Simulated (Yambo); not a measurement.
Yambo run on RbLiZnS2 (space group I-4m2, No. 119). The wavefunctions are PBEsol (Quantum ESPRESSO, PseudoDojo norm-conserving, 84 Ry, scalar-relativistic) ones on a 4×4×4 mesh (22 occupied bands); a = 7.4461 Å, b = 7.4461 Å, c = 7.4461 Å, α = 148.64°, β = 148.64°, γ = 44.95°.

Yambo input:

```
rim_cut
gw0
dyson
el_el_corr
HF_and_locXC
cohsex
em1s
RandQpts= 1000000
RandGvec= 1 Ry
EXXRLvcs= 84 Ry
VXCRLvcs= 336 Ry
Chimod= "HARTREE"
% BndsRnXs
 6 | 122 |
%
NGsBlkXs= 6 Ry
% LongDrXs
 1.0 | 1.0 | 1.0 |
%
ExtendOut
% QPkrange
 1 | 1 | 22 | 23 |
%
```

k points by index: 1 = Γ.

The o-*.qp file then holds:

```
#    K-point    Band    Eo [eV]    E [eV]    E-Eo [eV]    Vxc [eV]    Vnlxc [eV]    Sc|Eo [eV]    Re(Z)    Im(Z)
#
    1    22    0.000000    -2.823287    -2.823287    -14.13516    -17.44799    0.489546    1.000000    0.000000
    1    23    2.308721    1.759764    -0.548957    -10.53150    -6.555292    -4.525167    1.000000    0.000000
```
(The two width columns are left out.) Convergence of these settings isn't established.

Geometry of the Materials Project entry, not relaxed at this level.

The structure is a Materials Project entry; no match was found in the copy of COD used, and its stability was not checked.
